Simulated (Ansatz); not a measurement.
The calculation used Ansatz, DFT PBE, scalar-relativistic, plane waves, PAW. All cells share a 420 eV cutoff and Γ-centred k meshes spaced at most about 0.3 Å⁻¹ (about 0.25 or finer for metals, 2π included). No spin polarisation in the final relaxations.

Temperature and zero-point effects are left out. All come from trial cells, and lower structures may exist.

Question: These unrelaxed guesses for Ta5Si are each relaxed within their symmetry. Order them by the energy at which they end, lowest first.
A.

```
Ta Si
1.0
     3.62157    0.00000    0.00000
    -1.81079    3.13638    0.00000
     0.00000    0.00000    9.38669
Ta Si
5 1
Direct
  0.33333 0.66667 0.18622
  0.33333 0.66667 0.81378
  0.66667 0.33333 0.81378
  0.66667 0.33333 0.18622
  0.00000 0.00000 0.50000
  0.00000 0.00000 0.00000
```

B.

```
Ta Si
1.0
     0.00000    3.84073    3.84073
     3.84073    0.00000    3.84073
     3.84073    3.84073    0.00000
Ta Si
5 1
Direct
  0.11541 0.11541 0.11541
  0.11541 0.11541 0.65377
  0.11541 0.65377 0.11541
  0.65377 0.11541 0.11541
  0.75000 0.75000 0.75000
  0.50000 0.50000 0.50000
```

Answer: A (ends in P6/mmm, 0 meV/atom), B (ends in F-43m, 0.31 eV/atom). Even the lowest end lies +0.14 eV/atom against the elements.

These runs have no spin–orbit coupling, which can matter for Ta. A magnetic state wasn't ruled out in cells without spin, among them P6/mmm, F-43m. Cells relaxed within their symmetry can be saddle points. Some candidate types were left out of the draw beforehand, so a known form may be missing.
